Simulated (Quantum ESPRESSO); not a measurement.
Mg3Mo2TaTi2 in 6 site orders

Calculated results; nothing here was measured. They come from Quantum ESPRESSO 7.5, a public plane-wave density functional program. Each row is one single-point run on a made-up periodic cell of eight metal atoms, with elements, volume, strain and displacements drawn at random and not relaxed, so a cell may be unstable or far from any real phase. There is no spin polarisation or spin-orbit coupling.

Settings: PBE unless stated; PseudoDojo standard norm-conserving files; Fermi-Dirac width 0.25 eV, which means electrons at about 2900 K; cutoff 1143 eV; 8 x 5 x 3 k mesh shifted half a step off Gamma. E is the free energy of the whole cell (internal energy minus TS), so a -TS column is already part of it. Stress is positive in tension, and the pressure P is minus a third of its trace.

Checks: one run of this series was repeated at a higher cutoff and on a denser mesh, which moved values by no more than 0.004 eV, 0.03 GPa and 0.003 eV/Å, and a second program with other atomic files agreed on it to 2 % rms in force and 0.5 GPa in pressure. Known limits: heavy elements are run without spin-orbit coupling, which real alloys of them have; a spin test at this wide smearing found no moment, but such smearing suppresses magnetism that the real alloy may have.

The lattice is face-centred cubic, and the cell vectors in Å are (0.000, -2.112, -2.160); (2.140, 4.160, -2.095); (8.554, -4.135, 4.231), a volume of 152.94 Å³. The runs put one composition on the same eight displaced sites in different orders. E is counted from run 1, and the rms force is over all 24 components. Nothing is relaxed, so E mixes bonding between neighbours with strain on unrelaxed sites, and it is not an ordering energy.

```
run,elements on sites 1 to 8,E (eV),-TS (eV),rms force (eV/Å),largest force (eV/Å),P (GPa)
1,Mo Ta Ti Mg Mo Mg Ti Mg,0.000,-1.982,0.512,1.65,-5.84
2,Mo Mg Ta Ti Mg Mo Ti Mg,0.529,-2.015,0.431,1.27,?
3,Mg Mg Mo Mg Mo Ti Ti Ta,0.321,-1.970,0.442,1.44,-6.02
4,Mo Mg Ta Mg Mg Ti Mo Ti,0.434,-1.991,0.371,1.04,-6.13
5,Ti Ta Mg Mo Mo Mg Ti Mg,0.493,-1.990,0.512,1.74,-6.23
6,Mg Mo Mg Mg Ti Ti Ta Mo,0.567,-1.957,0.488,1.75,-6.22
```

## Worked fit

A straight line through the runs shown gives P = -5.83 - 0.72 E GPa with E in eV, an error of 0.08 on the slope and a scatter of 0.04 GPa. At this fixed volume the orders of higher energy tend to have the lower pressure.

## Withheld value

Question: what pressure should run 2 give?

The fit gives -6.21 ± 0.04 GPa. The calculation gave -6.34 GPa. This run lies off the fit by more than twice that error, so something that the fit leaves out matters here.
